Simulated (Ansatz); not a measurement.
Relaxed-ion elastic tensor of InP in space group P6_3mc (No. 186; In on 2b, P on 2b, In on 2a, P on 2a) in GPa (Voigt order), plane-wave PAW r²SCAN (Ansatz code); density 4.70 g/cm³, 25.76 Å³ per atom.

```csv
,1,2,3,4,5,6
1,117,49.4,36.9,0.0,0.0,0.0
2,49.4,117,36.9,0.0,0.0,0.0
3,36.9,36.9,132,0.0,0.0,0.0
4,0.0,0.0,0.0,29.1,0.0,0.0
5,0.0,0.0,0.0,0.0,29.1,0.0
6,0.0,0.0,0.0,0.0,0.0,34.0
```

Problem. Is the crystal mechanically stable?

Solution. Yes: the smallest eigenvalue of C is 29.1 GPa.

Problem. Work out the Voigt, Reuss and Hill averages.

Solution. K_V = 68.2, K_R = 68.2, K_H = 68.2; G_V = 34.7, G_R = 33.6, G_H = 34.1 GPa.

Problem. Give Young's modulus, Poisson's ratio, Pugh's ratio and the universal anisotropy index.

Solution. E = 9KG/(3K + G) = 87.8 GPa; ν = 0.29; K/G = 2.00 (ductile by the Pugh limit of 1.75); A_U = 5G_V/G_R + K_V/K_R − 6 = 0.16.

Problem. Estimate the sound speeds and the Debye temperature.

Solution. v_l = √((K + 4G/3)/ρ) = 4920 m/s, v_t = √(G/ρ) = 2700 m/s, mean 3010 m/s; Θ = (h/k)(3n/4πV)^(1/3) v_m = 303 K.

Problem. Solve the Christoffel equation for the three sound speeds along x, y, z.

Solution. Eigenvalues of C_ijkl n_j n_l equal ρv² (piezoelectric stiffening left out). In km/s, slowest first: x 2.49, 2.69, 5.00; y 2.49, 2.69, 5.00; z 2.49, 2.49, 5.31.

Problem. How much does each axis shrink under pressure?

Solution. Linear compressibilities β_i = Σ_j S_ij (j = 1 to 3): x 4.9, y 4.9, z 4.8 per TPa.

The start of the workflow was typed in or built on a structure type; the Crystallography Open Database copy checked does not list it. It is not the phase usual at ambient conditions (space group No. 216). The cell was relaxed with r²SCAN under the symmetry of its start; its stability against distortions is not shown here.

Potentials: the earlier of the program's two PAW sets.
